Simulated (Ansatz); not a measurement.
Task: MnSi in space group P2_13 (No. 198; Mn on 4a, Si on 4a) is relaxed with PBEsol (plane waves, PAW; program Ansatz). What lattice parameters of the conventional cell result?

Result: a = 4.471 Å.

These are the values of the symmetrised cell.

Task: Give the free coordinates with the occupied sites.

Result: In one choice of origin and axes:

```json
[
 {"atom": "Mn", "site": "4a", "symmetry": ".3.", "x": "0.6370", "y": "0.6370", "z": "0.6370"},
 {"atom": "Si", "site": "4a", "symmetry": ".3.", "x": "0.3454", "y": "0.3454", "z": "0.3454"}
]
```

Task: Is it a metal or does it have a gap at this level?

Result: No gap at this level.

Symmetry was held in the PBEsol relaxation. The final state is ferromagnetic, chosen from 5 collinear starts compared on coarse meshes (ties went to the first, and starts can fall back to one state), not a proven ground state. Textbook magnetic order: helical.

Potentials: the earlier of the program's two PAW sets. The files were generated under PBE; for other functionals the program regenerates the frozen cores, and for LDA and PBEsol the local potential too.
